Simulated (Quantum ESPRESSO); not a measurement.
## Band energies of BeTe at -0.5 % isotropic strain

```
CELL_PARAMETERS angstrom
      0.00000     2.78937     2.78937
      2.78937     0.00000     2.78937
      2.78937     2.78937     0.00000
ATOMIC_POSITIONS crystal
  Be 0.00000 0.00000 0.00000
  Te 0.25000 0.25000 0.25000
```

norm-conserving PBE (stringent potentials; Quantum ESPRESSO, 107 Ry, scalar-relativistic); path ΓXWKΓLUWLK,UX; energies in eV from the valence-band maximum.

| k (1/Å) | point | band 10 | band 11 | band 12 | band 13 | band 14 | band 15 | band 16 | band 17 |
|---|---|---|---|---|---|---|---|---|---|
| 0.00 | Γ | -36.29 | -12.49 | 0.00 | 0.00 | 0.00 | 3.61 | 3.61 | 3.61 |
| 0.23 |  | -36.29 | -12.36 | -0.77 | -0.48 | -0.48 | 3.34 | 4.29 | 4.29 |
| 0.56 |  | -36.29 | -11.71 | -2.95 | -1.75 | -1.75 | 2.58 | 4.44 | 6.55 |
| 0.90 |  | -36.29 | -10.83 | -4.79 | -2.58 | -2.58 | 2.03 | 2.95 | 9.03 |
| 1.13 | X | -36.29 | -10.56 | -5.26 | -2.75 | -2.75 | 1.92 | 2.65 | 9.94 |
| 1.24 |  | -36.29 | -10.55 | -5.22 | -2.84 | -2.81 | 2.11 | 2.82 | 9.69 |
| 1.58 |  | -36.29 | -10.52 | -4.79 | -3.70 | -3.29 | 4.37 | 4.88 | 6.67 |
| 1.69 | W | -36.29 | -10.52 | -4.70 | -3.84 | -3.34 | 5.32 | 5.56 | 5.64 |
| 1.95 |  | -36.29 | -10.57 | -4.85 | -3.99 | -2.57 | 3.11 | 5.36 | 7.42 |
| 2.09 | K | -36.29 | -10.58 | -4.89 | -4.03 | -2.32 | 2.68 | 5.31 | 8.03 |
| 2.19 |  | -36.29 | -10.65 | -4.80 | -4.15 | -2.09 | 2.92 | 6.50 | 7.36 |
| 2.49 |  | -36.29 | -11.16 | -4.47 | -3.28 | -1.26 | 3.78 | 5.59 | 6.25 |
| 2.78 |  | -36.29 | -11.88 | -3.02 | -1.85 | -0.47 | 4.11 | 4.36 | 4.88 |
| 3.08 |  | -36.29 | -12.39 | -0.87 | -0.41 | -0.06 | 3.72 | 3.75 | 3.94 |
| 3.28 | Γ | -36.29 | -12.49 | 0.00 | 0.00 | 0.00 | 3.61 | 3.61 | 3.61 |
| 3.39 |  | -36.29 | -12.46 | -0.34 | -0.06 | -0.06 | 3.65 | 3.69 | 3.69 |
| 3.72 |  | -36.29 | -12.02 | -2.97 | -0.60 | -0.60 | 3.45 | 4.42 | 4.42 |
| 3.93 |  | -36.29 | -11.54 | -4.58 | -0.96 | -0.96 | 3.28 | 4.64 | 4.64 |
| 4.26 | L | -36.29 | -11.08 | -5.71 | -1.18 | -1.18 | 3.17 | 4.61 | 4.61 |
| 4.55 |  | -36.29 | -10.93 | -5.47 | -2.45 | -1.57 | 3.54 | 5.12 | 5.54 |
| 4.85 |  | -36.29 | -10.63 | -4.90 | -3.99 | -2.18 | 2.84 | 6.01 | 7.52 |
| 4.95 | U | -36.29 | -10.58 | -4.89 | -4.03 | -2.32 | 2.68 | 5.31 | 8.03 |
| 5.15 |  | -36.29 | -10.55 | -4.81 | -3.94 | -2.82 | 3.59 | 5.41 | 6.95 |
| 5.35 | W | -36.29 | -10.52 | -4.70 | -3.84 | -3.34 | 5.32 | 5.56 | 5.64 |
| 5.45 |  | -36.29 | -10.55 | -4.72 | -3.89 | -3.14 | 5.03 | 5.31 | 6.08 |
| 5.64 |  | -36.29 | -10.71 | -5.06 | -3.47 | -2.37 | 4.41 | 4.68 | 7.11 |
| 5.94 |  | -36.29 | -11.01 | -5.60 | -1.84 | -1.39 | 3.69 | 4.43 | 5.15 |
| 6.14 | L | -36.29 | -11.08 | -5.71 | -1.18 | -1.18 | 3.17 | 4.61 | 4.61 |
| 6.23 |  | -36.29 | -11.06 | -5.69 | -1.32 | -1.22 | 3.30 | 4.57 | 4.69 |
| 6.49 |  | -36.29 | -10.88 | -5.38 | -2.76 | -1.68 | 3.43 | 5.50 | 5.84 |
| 6.75 |  | -36.29 | -10.62 | -4.89 | -4.02 | -2.20 | 2.81 | 5.92 | 7.59 |
| 6.83 | K | -36.29 | -10.58 | -4.89 | -4.03 | -2.32 | 2.68 | 5.31 | 8.03 |
| 6.83 | U | -36.29 | -10.58 | -4.89 | -4.03 | -2.32 | 2.68 | 5.31 | 8.03 |
| 6.93 |  | -36.29 | -10.55 | -5.03 | -3.69 | -2.50 | 2.47 | 4.22 | 8.69 |
| 7.23 | X | -36.29 | -10.56 | -5.26 | -2.75 | -2.75 | 1.92 | 2.65 | 9.94 |

The PBE gap is indirect, 1.92 eV, from Γ to X; the smallest direct gap is 3.61 eV.

Without spin-orbit coupling, band edges of such heavy elements can be off by tenths of an eV.

Geometry strained from the cell relaxed with PBEsol, atoms relaxed again.
